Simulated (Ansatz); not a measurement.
Frames from the relaxation of a relaxed ZnAg cell displaced along its unstable phonon at q = Γ (46i cm⁻¹), largest move 0.15 Å, as extended XYZ (Å, eV, eV/Å, GPa with compression positive). All values below come from PBE (plane waves to 420 eV, PAW, scalar-relativistic; Ansatz, a program for electronic structure). Γ-centred k-mesh 12×11×7 on the run's cell (coarser than for final values), Fermi–Dirac smearing 0.05 eV.

```xyz
2
Lattice="2.7733 0.0000 0.0000 0.0000 2.8525 0.0000 0.0000 0.0000 4.6287" Properties=species:S:1:pos:R:3:forces:R:3 pbc="T T T" step=1 free_energy=-10909.369 pressure=-0.4 accepted=T
Zn     1.3867    -0.1500     2.3144    0.0000   -0.0719    0.0000
Ag     0.0000     0.0909     0.0000    0.0000    0.0719    0.0000
2
Lattice="2.7663 0.0000 0.0000 0.0000 2.8425 0.0000 0.0000 0.0000 4.6073" Properties=species:S:1:pos:R:3:forces:R:3 pbc="T T T" step=2 free_energy=-10909.378 pressure=-0.1 accepted=T
Zn     1.3831    -0.1922     2.3036    0.0000   -0.1045    0.0000
Ag     0.0000     0.1334     0.0000    0.0000    0.1044    0.0000
2
Lattice="2.7670 0.0000 0.0000 0.0000 2.8373 0.0000 0.0000 0.0000 4.5811" Properties=species:S:1:pos:R:3:forces:R:3 pbc="T T T" step=3 free_energy=-10909.392 pressure=-0.1 accepted=T
Zn     1.3835    -0.2498     2.2906    0.0000   -0.1433    0.0000
Ag     0.0000     0.1910     0.0000    0.0000    0.1430    0.0000
```

The path has 24 moves and ends in P4/mmm (No. 123) (AFLOW prototype AB_tP2_123_a_d (L1_0, as in CuAu)), 0.16 eV/atom below its start. Free energies are of the whole cell and compare only within this code, potentials and settings.  No spin polarisation in the result.

The run could not lose the symmetry of its start, so the end can be a saddle point.

The end of the path is a generated cell of ZnAg: the first start was made by placing the elements on the sites of a structure type, and the end was not matched to a known phase here, so it may be hypothetical.
